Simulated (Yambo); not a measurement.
G0W0@LDA for Ba2NF (space group R-3m, No. 166) in Yambo. Reference settings: 4×4×4 Γ-centred k mesh, 134 bands and a 7 Ry block in the screening, 134 bands in G with the Bruneval-Gonze terminator, plasmon pole fitted at 27.2 eV. The LDA gap F → F on this mesh is 0.72 eV; G0W0 gaps are taken between the same points.

```json
[
 {"change from the reference": "reference settings", "G0W0 gap F → F (eV)": "1.61", "shift of the valence edge (eV)": "-0.42"},
 {"change from the reference": "51 bands in W, 51 bands in G, 3 Ry block", "G0W0 gap F → F (eV)": "1.60", "shift of the valence edge (eV)": "0.01"},
 {"change from the reference": "51 bands in W, 51 bands in G", "G0W0 gap F → F (eV)": "1.68", "shift of the valence edge (eV)": "-0.08"},
 {"change from the reference": "51 bands in W, 51 bands in G, 6 Ry block", "G0W0 gap F → F (eV)": "1.66", "shift of the valence edge (eV)": "-0.06"},
 {"change from the reference": "33 bands in W, 33 bands in G, 6 Ry block", "G0W0 gap F → F (eV)": "1.85", "shift of the valence edge (eV)": "0.13"},
 {"change from the reference": "33 bands in W, 33 bands in G", "G0W0 gap F → F (eV)": "1.86", "shift of the valence edge (eV)": "0.13"},
 {"change from the reference": "75 bands in W, 75 bands in G", "G0W0 gap F → F (eV)": "1.63", "shift of the valence edge (eV)": "-0.26"},
 {"change from the reference": "75 bands in W, 75 bands in G, 2 Ry block", "G0W0 gap F → F (eV)": "…", "shift of the valence edge (eV)": "-0.08"}
]
```

Q: Estimate the withheld gaps from the other rows; the computed values follow.

A: 
- 75 bands in W, 75 bands in G, 2 Ry block, G0W0 gap F → F (eV): 1.48

The reference isn't shown to be the converged limit.

Geometry relaxed with LDA; primitive cell a = b = c = 6.8497 Å, α = β = γ = 33.10°.

The structure is a Materials Project entry; no match was found in the copy of COD used, and its stability was not checked.

A shift is the quasiparticle energy of the state minus its LDA energy.
